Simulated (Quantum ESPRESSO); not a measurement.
ZnMgGaSe2SCl, input and log of a self-consistent run

Simulated, not a measurement. The program is pw.x of Quantum ESPRESSO 7.5 (plane-wave density functional theory). The cell is made up: 7 atoms on a wurtzite lattice with one site empty, with randomly drawn elements, strain and displacements, not relaxed. PseudoDojo standard norm-conserving files (v0.5 for PBE, v0.4.1 for LDA and PBEsol) set the functional; there is no spin polarisation, spin-orbit coupling or dispersion term, and the masses in the input are unused placeholders.

Input:

```
&control calculation='scf', pseudo_dir='./dojo.nc.sr.pbe.v0_5.standard.upf', outdir='./o', disk_io='medium', tprnfor=.true., tstress=.true. /
&system ibrav=0, nat=7, ntyp=6, nbnd=50, ecutwfc=107.82251126, nosym=.true., tot_charge=0,
 occupations='smearing', smearing='fd', degauss=0.0018374661
/
&electrons conv_thr=7.350e-09, electron_maxstep=60, /
ATOMIC_SPECIES
Cl 1.0 Cl.upf
Ga 1.0 Ga.upf
Mg 1.0 Mg.upf
S 1.0 S.upf
Se 1.0 Se.upf
Zn 1.0 Zn.upf
CELL_PARAMETERS angstrom
3.877 -0.0163 -0.0095
-0.0283 6.8009 -0.0753
-0.0155 -0.071 6.2693
ATOMIC_POSITIONS angstrom
Zn 0.0634 0.0884 -0.0187
Mg 1.9948 1.1128 3.075
Ga 0.0117 4.4855 2.9892
Se 0.0458 -0.0208 2.3547
Se 1.958 3.4005 2.3216
S 1.9774 1.0927 5.4107
Cl 0.0231 4.5054 5.3441
K_POINTS automatic
7 6 6 1 1 1
```

The log is shortened where brackets say so; the opening notice, blank lines, dates and the lines on written files are dropped, and the path of the files is cut. It prints rydbergs, bohrs and kilobars, and counts compression as positive stress. With no partly filled state, the Fermi energy that it prints is only some level between the filled and the empty states on the mesh, and need not lie in the true gap.

```
     Program PWSCF v.7.5
     Parallel version (MPI & OpenMP), running on       1 processor cores
     Number of MPI processes:                 1
     Threads/MPI process:                     1
     [start-up lines left out]
     bravais-lattice index     =            0
     lattice parameter (alat)  =       7.3266  a.u.
     unit-cell volume          =    1115.3548 (a.u.)^3
     number of atoms/cell      =            7
     number of atomic types    =            6
     number of electrons       =        88.00
     number of Kohn-Sham states=           50
     kinetic-energy cutoff     =     107.8225  Ry
     charge density cutoff     =     431.2900  Ry
     scf convergence threshold =      7.3E-09
     mixing beta               =       0.7000
     number of iterations used =            8  plain     mixing
     Exchange-correlation= PBE
                           (   1   4   3   4   0   0   0)
     [axes and pseudopotential details left out]
   Cartesian axes
     site n.     atom                  positions (alat units)
         1        Zn     tau(   1) = (   0.0163527   0.0228009  -0.0048233  )
         2        Mg     tau(   2) = (   0.5145154   0.2870227   0.7931296  )
         3        Ga     tau(   3) = (   0.0030178   1.1569376   0.7709994  )
         4        Se     tau(   4) = (   0.0118131  -0.0053649   0.6073439  )
         5        Se     tau(   5) = (   0.5050237   0.8770853   0.5988064  )
         6        S      tau(   6) = (   0.5100275   0.2818383   1.3955728  )
         7        Cl     tau(   7) = (   0.0059581   1.1620703   1.3783948  )
     number of k points=   126  Fermi-Dirac smearing, width (Ry)=  0.0018
     Number of k-points >= 100: set verbosity='high' to print them.
     Dense  grid:   168667 G-vectors     FFT dimensions: (  50,  90,  80)
     Estimated max dynamical RAM per process >     248.90 MB
     Initial potential from superposition of free atoms
     starting charge      87.9962, renormalised to      88.0000
     Starting wfcs are   50 randomized atomic wfcs
     total cpu time spent up to now is      100.0 secs
     per-process dynamical memory:   183.4 Mb
     Self-consistent Calculation
     iteration #  1     ecut=   107.82 Ry     beta= 0.70
     Davidson diagonalization with overlap
     ethr =  1.00E-02,  avg # of iterations =  5.5
     Threshold (ethr) on eigenvalues was too large:
     Diagonalizing with lowered threshold
     Davidson diagonalization with overlap
     ethr =  4.33E-04,  avg # of iterations =  3.2
     total cpu time spent up to now is      613.5 secs
     total energy              =   -1229.82137639 Ry
     estimated scf accuracy    <       0.37017425 Ry
     iteration #  2     ecut=   107.82 Ry     beta= 0.70
     Davidson diagonalization with overlap
     ethr =  4.21E-04,  avg # of iterations =  4.4
     total cpu time spent up to now is      881.3 secs
     total energy              =   -1229.88514353 Ry
     estimated scf accuracy    <       0.30023140 Ry
     iteration #  3     ecut=   107.82 Ry     beta= 0.70
     Davidson diagonalization with overlap
     ethr =  3.41E-04,  avg # of iterations =  2.1
     total cpu time spent up to now is     1128.5 secs
     total energy              =   -1229.95790314 Ry
     estimated scf accuracy    <       0.02083639 Ry
     iteration #  4     ecut=   107.82 Ry     beta= 0.70
     Davidson diagonalization with overlap
     ethr =  2.37E-05,  avg # of iterations =  4.9
     total cpu time spent up to now is     1425.9 secs
     total energy              =   -1229.96220634 Ry
     estimated scf accuracy    <       0.00191507 Ry
     iteration #  5     ecut=   107.82 Ry     beta= 0.70
     Davidson diagonalization with overlap
     ethr =  2.18E-06,  avg # of iterations =  6.0
     total cpu time spent up to now is     1719.9 secs
     total energy              =   -1229.96265661 Ry
     estimated scf accuracy    <       0.00026019 Ry
     iteration #  6     ecut=   107.82 Ry     beta= 0.70
     Davidson diagonalization with overlap
     ethr =  2.96E-07,  avg # of iterations =  2.0
     total cpu time spent up to now is     1960.5 secs
     total energy              =   -1229.96271116 Ry
     estimated scf accuracy    <       0.00001859 Ry
     iteration #  7     ecut=   107.82 Ry     beta= 0.70
     Davidson diagonalization with overlap
     ethr =  2.11E-08,  avg # of iterations =  2.3
     total cpu time spent up to now is     2183.3 secs
     total energy              =   -1229.96271599 Ry
     estimated scf accuracy    <       0.00000307 Ry
     iteration #  8     ecut=   107.82 Ry     beta= 0.70
     Davidson diagonalization with overlap
     ethr =  3.49E-09,  avg # of iterations =  3.3
     total cpu time spent up to now is     2429.5 secs
     total energy              =   -1229.96271690 Ry
     estimated scf accuracy    <       0.00000046 Ry
     iteration #  9     ecut=   107.82 Ry     beta= 0.70
     Davidson diagonalization with overlap
     ethr =  5.27E-10,  avg # of iterations =  2.0
     total cpu time spent up to now is     2657.6 secs
     total energy              =   -1229.96271698 Ry
     estimated scf accuracy    <       0.00000006 Ry
     iteration # 10     ecut=   107.82 Ry     beta= 0.70
     Davidson diagonalization with overlap
     ethr =  6.34E-11,  avg # of iterations =  3.3
     total cpu time spent up to now is     2883.1 secs
     End of self-consistent calculation
     Number of k-points >= 100: set verbosity='high' to print the bands.
     the Fermi energy is     6.7529 ev
!    total energy              =   -1229.96271699 Ry
     estimated scf accuracy    <          4.0E-09 Ry
     smearing contrib. (-TS)   =      -0.00000000 Ry
     internal energy E=F+TS    =   -1229.96271699 Ry
     The total energy is F=E-TS. E is the sum of the following terms:
     one-electron contribution =    -961.63448518 Ry
     hartree contribution      =     500.10366834 Ry
     xc contribution           =    -215.08676566 Ry
     ewald contribution        =    -553.34513449 Ry
     convergence has been achieved in  10 iterations
     Forces acting on atoms (cartesian axes, Ry/au):
     atom    1 type  6   force =    -0.00195131    0.02070625   -0.05666773
     atom    2 type  3   force =    -0.00158615    0.00658224    0.05426898
     atom    3 type  2   force =     0.00663390    0.03344061    0.06316372
     atom    4 type  5   force =     0.00171798   -0.05201162   -0.02851118
     atom    5 type  5   force =    -0.00724881    0.00848708   -0.06317382
     atom    6 type  4   force =     0.00257577   -0.02096670    0.04481882
     atom    7 type  1   force =    -0.00014139    0.00376213   -0.01389879
     Total force =     0.148612     Total SCF correction =     0.000198
     Computing stress (Cartesian axis) and pressure
          total   stress  (Ry/bohr**3)                   (kbar)     P=       60.04
   0.00047917   0.00001746   0.00000607           70.49        2.57        0.89
   0.00001746   0.00045755   0.00008070            2.57       67.31       11.87
   0.00000607   0.00008070   0.00028767            0.89       11.87       42.32
     init_run     :     95.86s CPU     99.72s WALL (       1 calls)
     electrons    :   2627.91s CPU   2783.10s WALL (       1 calls)
     forces       :     22.08s CPU     22.40s WALL (       1 calls)
     stress       :     74.96s CPU     78.25s WALL (       1 calls)
     [timing details left out]
     PWSCF        :  47m 1.76s CPU  49m48.98s WALL
     JOB DONE.
```

In other units: free energy -16734.495 eV for the cell, pressure 6.00 GPa, largest force component 1.624 eV/Å. This run is the check on a run of the same cell at 1170 eV and a 5 x 4 x 4 mesh: rerunning at 1467 eV and a 7 x 6 x 6 mesh moved values by no more than 0.007 eV in energy, 0.07 GPa in stress and 0.006 eV/Å in force.